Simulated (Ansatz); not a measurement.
Below is a relaxed structure of NaC8. The cell was found from a structure generator's guess, not taken from experiment.

All numbers below come from Ansatz, DFT PBE+D3(BJ), scalar-relativistic, plane waves, PAW. Cutoff 420 eV, Γ-centred mesh, Gaussian smearing, no spin polarisation.

```cif
data_structure
_symmetry_space_group_name_H-M 'P 1'
_symmetry_Int_Tables_number 1
_cell_length_a 4.9760
_cell_length_b 4.9760
_cell_length_c 4.4860
_cell_angle_alpha 90.000
_cell_angle_beta 90.000
_cell_angle_gamma 120.000
_cell_volume 96.19
loop_
_atom_site_label
_atom_site_type_symbol
_atom_site_fract_x
_atom_site_fract_y
_atom_site_fract_z
_atom_site_occupancy
Na1 Na 0.00000 0.00000 0.50000 1
C1 C 0.33470 0.16735 0.00000 1
C2 C 0.33333 0.66667 0.00000 1
C3 C 0.83265 0.16735 0.00000 1
C4 C 0.83265 0.66530 0.00000 1
C5 C 0.16735 0.33470 0.00000 1
C6 C 0.16735 0.83265 0.00000 1
C7 C 0.66667 0.33333 0.00000 1
C8 C 0.66530 0.83265 0.00000 1
```

The zero of energy is the elements' standard structures at the same level; no fitted shifts are applied.

Problem. Find its symmetry and describe it.

Solution. P6/mmm (No. 191). Conventional cell: a = 4.976 Å, c = 4.486 Å. Around Na lie 12 C at 2.67 Å; C on a site of symmetry mm2 is surrounded by 3 C at 1.43–1.44 Å, 6 C at 2.48–2.50 Å and 2 Na at 2.67 Å; C on a site of symmetry -6m2 has 3 C at 1.43 Å.

Problem. How far does it lie from the elements in energy?

Solution. +0.04 eV/atom. It can't be a ground state, since the elements alone are lower.

Problem. Is it a metal?

Solution. Yes, bands cross the Fermi level on the 9×9×8 mesh.

The last run used a 9×9×8 mesh (in the run's order of axes) for its 9-atom cell and Gaussian smearing of 0.10 eV. For metals, differences of a few meV/atom aren't resolved. An odd number of electrons in the primitive cell allows no gap without spin; a larger cell or a magnetic state could open one. The cell is a metal run without spin; a magnetic state may lie lower. A later test with randomly moved atoms came back to the same energy, though modes that don't fit the test's cell weren't probed.
